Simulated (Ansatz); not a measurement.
MgTe:
```xyz
2
Lattice="0.0000 3.2545 3.2545 3.2545 0.0000 3.2545 3.2545 3.2545 0.0000" Properties=species:S:1:pos:R:3 pbc="T T T"
Te     4.8818     4.8818     4.8818
Mg     0.0000     0.0000     0.0000
```

x, y and z are the axes in which the lattice vectors are written.

Task: Give the high-frequency dielectric tensor and the Born effective charge tensors of the independent atoms from DFPT, PBE in the plane-wave PAW code Ansatz.

Result: 
ε∞:
```
5.51  0.00  0.00
0.00  5.51  0.00
0.00  0.00  5.51
```
Z* of atom 1 (Te), rows: field, columns: displacement, in e:
```
-1.94   0.00   0.00
 0.00  -1.94   0.00
 0.00   0.00  -1.94
```
Z* of atom 2 (Mg), rows: field, columns: displacement, in e:
```
1.94  0.00  0.00
0.00  1.94  0.00
0.00  0.00  1.94
```

Static charges for comparison (Bader): Te1 -1.54, Mg2 +1.54 e. Born charges measure polarisation by displacement and can exceed these by far.

Space group F-43m (zinc blende). The cell was relaxed with PBE under the symmetry of its start; phonons on a q-mesh show no instability. Spin–orbit coupling is left out wherever it is not named.

Potentials: the later of the program's two PAW sets.
